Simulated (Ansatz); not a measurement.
# CrH10S2N4O8: O-17 NMR of the central transition

Cell: a COD entry whose atoms were relaxed with r2SCAN, the cell held.

```cif
data_CrH10S2N4O8
_symmetry_space_group_name_H-M 'P-1'
_symmetry_Int_Tables_number 2
_cell_length_a 5.4568
_cell_length_b 5.7092
_cell_length_c 7.2662
_cell_angle_alpha 91.830
_cell_angle_beta 103.493
_cell_angle_gamma 97.596
loop_
_atom_site_label
_atom_site_type_symbol
_atom_site_symmetry_multiplicity
_atom_site_Wyckoff_symbol
_atom_site_fract_x
_atom_site_fract_y
_atom_site_fract_z
Cr Cr 1 a 0.0000 0.0000 0.0000
H2 H 2 i 0.8829 0.7095 0.2555
H4 H 2 i 0.0889 0.9319 0.3653
H6 H 2 i 0.4160 0.7776 0.2876
H8 H 2 i 0.2640 0.5966 0.4165
H10 H 2 i 0.2160 0.5393 0.1783
S S 2 i 0.6164 0.2356 0.2128
N14 N 2 i 0.0460 0.8173 0.2478
N16 N 2 i 0.2473 0.6685 0.2855
O18 O 2 i 0.8013 0.2497 0.0884
O20 O 2 i 0.3507 0.2268 0.0940
O22 O 2 i 0.6782 0.4559 0.3374
O24 O 2 i 0.6420 0.0287 0.3281
```

One atom of each set is listed.

Level of theory: DFT, r2SCAN, plane waves and PAW, scalar-relativistic, 500 eV cutoff, Γ-centred 4×4×3 k-points, Fermi–Dirac smearing 0.02 eV (Ansatz 0.2.0).

O-17 has I = 5/2 and Q = -25.58 mb (Pyykkö 2018); at 35.2 T its Larmor frequency is ν₀ = 203.3 MHz. Only the quadrupole interaction is simulated: positions count from each site's isotropic chemical shift, and J coupling is left out, as are shift anisotropy and dipolar coupling, which fast spinning averages.

(1) What does the O-17 spectrum (fast magic-angle spinning) show for each site?

Results:

(1) 

```tsv
site	first shell	C_Q (MHz)	η	P_Q (MHz)	δ_QIS (ppm)	breadth (kHz)
O18	1 S at 1.50 Å, 1 Cr at 2.07 Å, angle 132°	-8.85	0.07	8.85	-11.4	5.06
O20	1 S at 1.50 Å, 1 Cr at 2.12 Å, angle 142°	-9.00	0.01	9.00	-11.8	5.14
O22	1 S at 1.48 Å; also 2 H at 1.78–1.91 Å	-8.30	0.10	8.32	-10.0	4.51
O24	1 S at 1.47 Å; also 1 H at 1.73 Å	-8.15	0.13	8.17	-9.70	4.38
```

δ_QIS = −(ν_Q²/30ν₀²)[I(I+1) − 3/4](1 + η²/3) × 10⁶ ppm with ν_Q = 3|C_Q|/[2I(2I−1)]; it falls as 1/B₀² in ppm, and the breadth as 1/B₀ in kHz.

At O18 and O20 V_zz points along the shorter of its two bonds, to S (within 5°) in each case. At O22 and O24 V_zz points along its bond to S (within 3°) in each case.

The run isn't spin-polarised; if Cr carries unpaired electrons in the real compound, its values differ. With a gap of 0.3 eV on this mesh, the gradients can still move by some per cent as the k-mesh gets denser.

The relaxation (10 steps) took 2.9 min of wall time (11 min of CPU time) and 1.7 GiB at its peak, on 4 threads of AMD EPYC 7R43 64-Core Processor (Zen 3) (x86_64; 48 cores open to the job, memory cap 8.0 GiB, no GPU), a shared host with a load of 0.4 a core.
